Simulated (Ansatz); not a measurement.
The relaxed structure here is a generated cell of Bi2Se3: the first start was made by placing the elements on the sites of a structure type, and the end was not matched to a known phase here, so it may be hypothetical. Known forms of Bi2Se3 include space group No. 166.

A relaxed structure of Bi2Se3. Space group R32 (No. 155). These are r2SCAN (plane waves to 500 eV, PAW, scalar-relativistic; Ansatz, a first-principles code) values and carry that method's errors.

```cif
data_Bi2Se3
_chemical_formula_sum 'Se3 Bi2'
_space_group_name_H-M_alt 'P 1'
_space_group_IT_number 1
_cell_length_a 5.57029
_cell_length_b 5.57029
_cell_length_c 5.57029
_cell_angle_alpha 82.250
_cell_angle_beta 82.250
_cell_angle_gamma 82.250
loop_
_space_group_symop_operation_xyz
  'x, y, z'
loop_
_atom_site_label
_atom_site_type_symbol
_atom_site_fract_x
_atom_site_fract_y
_atom_site_fract_z
_atom_site_occupancy
Se1 Se 0.20604 0.79396 0.50000 1
Se2 Se 0.50000 0.20604 0.79396 1
Se3 Se 0.79396 0.50000 0.20604 1
Bi1 Bi 0.33141 0.33141 0.33141 1
Bi2 Bi 0.66859 0.66859 0.66859 1
```

For Bi2Se3, the volume per atom is 33.70 Å³. The band gap is 0.92 eV, indirect (valence top at Γ, conduction bottom at k = (0.1667, 0.1667, 0.1667)) (no spin-orbit coupling) and the smallest direct gap comes out as 1.32 eV at 18 % of the way from Γ to T. The shortest distances comes out as Bi–Se 2.83 Å and the k-mesh comes out as 6×6×6.

Band energies at high-symmetry points (eV from the VBM; labels of this space group; no spin-orbit coupling), from −5 eV up to 4.8 eV:

| point | energies |
|---|---|
| Γ | -4.62 -4.16 -4.16 -2.74 -2.74 -2.61 -1.24 -1.24 0.00 1.85 1.85 3.58 3.58 4.71 |
| T | -3.69 -3.69 -2.49 -1.95 -1.95 -1.48 -0.50 -0.50 -0.38 2.36 2.55 2.61 2.61 3.07 3.07 |
| H2 | -3.74 -3.55 -2.39 -2.30 -2.20 -1.49 -0.63 -0.54 -0.38 2.03 2.40 2.70 2.89 3.17 3.46 |
| H0 | -3.74 -3.55 -2.39 -2.30 -2.20 -1.49 -0.63 -0.54 -0.38 2.03 2.40 2.70 2.89 3.17 3.46 |
| L | -4.51 -4.42 -3.00 -2.87 -2.24 -1.96 -1.10 -0.70 -0.42 2.00 2.03 2.83 3.16 4.04 4.10 |
| S0 | -4.39 -3.35 -3.12 -2.49 -2.10 -1.43 -0.98 -0.92 -0.39 1.86 2.26 2.71 2.73 3.57 4.56 |
| S2 | -4.39 -3.35 -3.12 -2.49 -2.10 -1.43 -0.98 -0.92 -0.39 1.86 2.26 2.71 2.73 3.57 4.56 |
| F | -4.37 -3.33 -3.13 -2.50 -2.05 -1.33 -1.01 -0.92 -0.41 1.88 2.24 2.69 2.89 3.34 4.60 |

No spin polarisation in the result. Without spin-orbit coupling the bands of the heavy element are not split, so the gap can be far off.

The run could not lower the symmetry of its start; a shaken copy of this end point relaxes with r2SCAN to P1 (No. 1) at a tolerance of 0.01 Å, R3 (No. 146) at 0.1 Å, 46 meV/atom lower.
